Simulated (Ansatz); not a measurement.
Ni$_{2}$Ge in space group P6_3/mmc (No. 194; Ni on 2d, Ni on 2a, Ge on 2c), a = 3.9780 Å, b = 3.9780 Å, c = 5.0370 Å, α = 90.00°, β = 90.00°, γ = 120.00°.

Relaxed with r²SCAN.

Task: Which orbitals make up the states near the Fermi level in DFT-r²SCAN in the program Ansatz with PAW potentials?

Result: Within 0.5 eV of the Fermi level: Ni 3d 75 %, Ge 4p 17 %. Projections are on Löwdin-orthogonalised atomic valence shells; empty p or d shells of many metals are not among them.

Task: Tabulate the density of states.

Result: States/eV per cell of 6 atoms, in 0.25 eV bins, energy from the Fermi level.

```tsv
E (eV)	total	Ni 3d	Ge 4p	Ni 4s
-7.85	0.00	0.00	0.00	0.00
-7.60	0.15	0.02	0.09	0.04
-7.35	0.78	0.11	0.44	0.19
-7.10	1.94	0.32	1.01	0.47
-6.85	2.09	0.36	1.11	0.46
-6.60	1.60	0.34	0.83	0.29
-6.35	1.90	0.46	0.99	0.28
-6.10	1.87	0.51	0.94	0.25
-5.85	1.58	0.50	0.72	0.21
-5.60	2.04	0.68	0.93	0.27
-5.35	1.69	0.60	0.77	0.22
-5.10	2.18	0.91	0.95	0.23
-4.85	3.34	1.58	1.39	0.28
-4.60	5.27	2.80	2.04	0.30
-4.35	4.46	2.41	1.70	0.23
-4.10	5.53	3.41	1.86	0.13
-3.85	8.39	6.03	2.07	0.13
-3.60	2.95	2.10	0.68	0.06
-3.35	3.11	2.60	0.29	0.11
-3.10	12.92	11.78	0.55	0.19
-2.85	10.19	9.46	0.31	0.11
-2.60	6.02	5.60	0.17	0.09
-2.35	8.78	8.32	0.21	0.12
-2.10	13.61	12.87	0.44	0.10
-1.85	10.65	10.17	0.21	0.12
-1.60	9.65	9.24	0.19	0.07
-1.35	21.13	20.33	0.34	0.13
-1.10	13.36	12.45	0.32	0.23
-0.85	6.39	5.85	0.32	0.08
-0.60	5.54	5.09	0.27	0.09
-0.35	2.88	2.33	0.37	0.07
-0.10	4.25	3.29	0.70	0.11
0.15	2.86	2.02	0.57	0.09
0.40	2.06	1.30	0.49	0.08
0.65	1.79	1.02	0.49	0.07
0.90	1.85	0.97	0.52	0.08
1.15	2.29	1.11	0.66	0.10
1.40	2.07	0.90	0.68	0.09
1.65	1.80	0.71	0.67	0.09
1.90	1.61	0.58	0.65	0.10
2.15	1.94	0.64	0.82	0.14
2.40	1.97	0.60	0.87	0.16
2.65	1.81	0.49	0.80	0.20
2.90	1.97	0.46	0.88	0.27
3.15	1.96	0.46	0.95	0.24
3.40	1.86	0.41	0.85	0.33
3.65	1.97	0.40	0.93	0.38
3.90	1.84	0.32	0.75	0.49
4.15	2.07	0.29	0.73	0.67
4.40	1.58	0.21	0.48	0.51
4.65	1.69	0.20	0.46	0.55
```

The first step of the workflow began from a Materials Project structure, measured or hypothetical; the Crystallography Open Database copy checked does not list it. Whether it is the stable phase at ambient conditions was not checked. Symmetry was held in the r²SCAN relaxation; its stability against distortions is not shown here. The run is not spin-polarised. Spin–orbit coupling is left out wherever it is not named.

Potentials: the later of the program's two PAW sets.
